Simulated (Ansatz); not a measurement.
BPd$_{2}$:
```xyz
6
Lattice="4.7135 0.0000 0.0000 0.0000 5.1333 0.0000 0.0000 0.0000 3.1461" Properties=species:S:1:pos:R:3 pbc="T T T"
Pd     1.2019     1.7650     0.0000
Pd     3.5117     3.3683     0.0000
Pd     3.5587     0.8016     1.5730
Pd     1.1549     4.3316     1.5730
B      0.0000     0.0000     0.0000
B      2.3568     2.5666     1.5730
```

Relaxed with r²SCAN.

Question: Map the electron localisation function on the plane through (0.255, 0.344, 0.000) spanned by u = [1, 0, 0] and v = [0, 1, 0] in lattice vectors, from the program Ansatz at the r²SCAN level (PAW).

Answer: x is the fraction of u, y of v (the angle between them is 90°; rows are the nearest grid lines); atoms in the plane: Pd at (0.00, 0.00), Pd at (0.49, 0.31), B at (0.74, 0.66).
```
|-=#%#=:::::::::::::=#%#=-|
|=+#%*=:::::::::::::=#%#+=|
|##%#+-:::::::::-----+#%##|
|%%#*=-::::::::-=++===*#%%|
|==--::::::::-=*#%@@@%*+==|
|--:::::::::-=+#%%##@@%*=-|
|=-:::....::-=*%%*-:=%@%*=|
|+-::.....::-+#@#-   =%@#+|
|+-::.....::=*%@#:   -#@#+|
|+-::.....::-+#@%=   =%%#+|
|=-::...::::-=*%@%=-=#%%*=|
|-::::::::::--=*@@@%%%%#+-|
|::::::::-+*##**++*##*+=-:|
|:::::::-+#%%%%#*===+==-::|
|:::::::=*%%#*#%#+-----:::|
|:::::::=#%#==+%%*-:::::::|
|:::::::+#%*=-+#%*=:::::::|
|:::::::=#%#+=*#%*-:::::::|
|:::::::-+#%###%#+-:::::::|
|=-::::::-+#%%%#*=::::--==|
|%%#+-::::::-=--::::-=*%%%|
|##%#+-:::::::::::::-*#%##|
|=+%%*-:::::::::::::=#%#+=|
|-=#%#=:::::::::::::=#%#=-|
```
Scale: ten equal steps from 0.000 (start of ' ') to 0.653 (end of '@'), in the order ' .:-=+*#%@'; x runs from 0.000 to 1.00, y from 0.000 (bottom) to 1.00 (top).

The density is the valence pseudo-density with augmentation charge, so density and ELF within about 1 Å of a nucleus are not all-electron values.

Space group Pnnm. The workflow started from an entry of the Crystallography Open Database (COD). Whether it is the stable phase at ambient conditions was not checked. The cell was relaxed with r²SCAN under the symmetry of its start; whether a distortion lowers the energy is not shown. No spin polarisation was allowed.

Potentials: the later of the program's two PAW sets.
